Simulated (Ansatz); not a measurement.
Total density of states per atom from plane-wave PAW r²SCAN (Ansatz code), in 0.25 eV bins, energy from the valence-band maximum:

```
E (eV)  states/eV/atom
------  --------------
-7.85             0.00
-7.60             0.00
-7.35             0.00
-7.10             0.00
-6.85             0.00
-6.60             0.00
-6.35             0.95
-6.10             0.80
-5.85             0.45
-5.60             0.22
-5.35             0.13
-5.10             0.07
-4.85             0.04
-4.60             0.01
-4.35             0.00
-4.10             0.00
-3.85             0.41
-3.60             1.20
-3.35             1.35
-3.10             1.70
-2.85             1.33
-2.60             1.04
-2.35             1.39
-2.10             2.27
-1.85             2.65
-1.60             0.06
-1.35             0.07
-1.10             0.11
-0.85             0.16
-0.60             0.26
-0.35             0.51
-0.10             1.47
0.15              0.00
0.40              0.00
0.65              0.00
0.90              0.00
1.15              0.00
1.40              0.00
1.65              0.00
1.90              0.00
2.15              0.00
2.40              0.00
2.65              0.00
2.90              0.00
3.15              0.00
3.40              0.00
3.65              0.00
3.90              0.00
4.15              0.00
4.40              0.00
4.65              0.00
4.90              0.01
5.15              0.16
5.40              0.43
5.65              1.05
5.90              0.58
6.15              0.32
6.40              0.07
6.65              0.06
6.90              0.25
7.15              0.32
7.40              0.52
7.65              1.05
7.90              0.91
8.15              1.55
8.40              0.72
8.65              0.00
8.90              0.00
9.15              0.01
9.40              0.04
9.65              0.07
```

### Question
Which compound is it?
A) PbSe, P-6m2 (Pb on 1a, Se on 1f)
B) PbF2, fluorite
C) MgO, rock salt
D) CeO2, fluorite

### Answer
B, PbF2, fluorite. Top 1 eV of the valence band: F 2p 65 %, Pb 6s 33 %. Bottom 1 eV of the conduction band: Pb 6p 79 %, F 2p 9 %, F 2s 6 %. Projections are on Löwdin-orthogonalised atomic valence shells; empty p or d shells of many metals are not among them.

Space group Fm-3m (fluorite). The cell was relaxed with r²SCAN under the symmetry of its start. Spin–orbit coupling is left out wherever it is not named.

Potentials: the later of the program's two PAW sets.
